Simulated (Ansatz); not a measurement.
CaZrN2: from a migration barrier to a jump rate

These are results of Ansatz, DFT PBEsol, scalar-relativistic, plane waves, PAW, not measurements. The runs took a 420 eV cutoff, a Γ-centred 6×6×4 mesh and Gaussian smearing (0.05 eV). No spin polarisation.

In a supercell of 16 sites an atom of Zr jumps into a neighbouring Zr vacancy, a = 3.29 Å from site to site in the perfect crystal, in a neutral cell. The half-way point, relaxed in its symmetry, lies 3.689 eV above the relaxed vacancy. Take it as the barrier; the order of the saddle wasn't checked, and the cell is small.

Task: With an assumed attempt frequency of 10¹³ s⁻¹, how often does the jump happen, and how fast does the vacancy diffuse?

Result: Transition-state theory gives Γ = ν exp(−E/k_BT), and one such jump direction contributes Γa²/6 to the vacancy's diffusion coefficient averaged over directions:

```csv
T (K),E/k_BT,Γ (1/s),Γa²/6 (cm²/s)
300,142.7,1.1 × 10^-49,2.0 × 10^-65
600,71.3,1.0 × 10^-18,1.9 × 10^-34
1000,42.8,2.6 × 10^-6,4.6 × 10^-22
1500,28.5,4.0 × 10^0,7.3 × 10^-16
```

The rate reaches one jump a second at T = E/(k_B ln 10¹³) = 1430 K. The number of equivalent jumps multiplies D if they link up through the crystal; a hop between two sites alone gives no long-range diffusion, which then waits on a higher barrier. In either case the atoms' own diffusion carries the vacancy concentration and a correlation factor besides. Rows above the melting point are formal, and so are rows where E/k_BT falls under about 3, since the theory needs rare jumps.

Task: How much does an error of 0.1 eV in the barrier matter?

Result: It multiplies the rate by exp(0.1 eV/k_BT): 48 at 300 K and 3.2 at 1000 K, more than the usual doubt about ν at low temperature.

Cost: 2 runs of about 19 core-minutes in all, on Arm Neoverse V1 (shared hosts).